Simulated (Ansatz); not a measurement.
**Moving the dispersion correction in K3Ge**

The cell as given:

The structure is cubic, space group Fm-3m (No. 225). Conventional cell: a = 8.622 Å, b = 8.622 Å, c = 8.622 Å, α = 90.00°, β = 90.00°, γ = 90.00°. Around Ge (site symmetry m-3m) lie 8 K at 3.73 Å. K (site symmetry m-3m) has 8 K at 3.73 Å as nearest neighbours. K (site symmetry -43m) is surrounded by 4 K at 3.73 Å and 4 Ge at 3.73 Å.

The cell comes from a database or a generator and needn't be the stable form of this composition.

Kept alike: task relaxation of cell and atoms; functional PBEsol; k mesh 6 × 6 × 6; occupations fermi-dirac, width 0.05 eV; no spin polarisation. Program: Ansatz, Ansatz PAW, cutoff 420 eV. The mesh is that of the run's cell of 4 atoms. No spin-orbit coupling.

| dispersion correction | volume (Å³/atom) |
| --- | --- |
| D3(BJ)-ATM | 34.190 |
| D4 | 36.746 |
| none | 37.515 |

The relaxations keep at least the cell's symmetry (Fm-3m). For a metal such a mesh leaves the last digits unconverged. Relaxations stop with a little pressure left, so the last digits of a volume or edge aren't settled. Runs of this series that gave no sound value for these columns are left out. All rows use potentials made for PBE.

Task: What does the dispersion correction change here?

Result: The volume runs from 34.190 (D3(BJ)-ATM) to 37.515 Å³/atom (none). Against no correction: D3(BJ)-ATM -8.9 %; D4 -2.0 %. Dispersion terms mostly attract and so lower the volume; the schemes' coefficients and damping set how far.
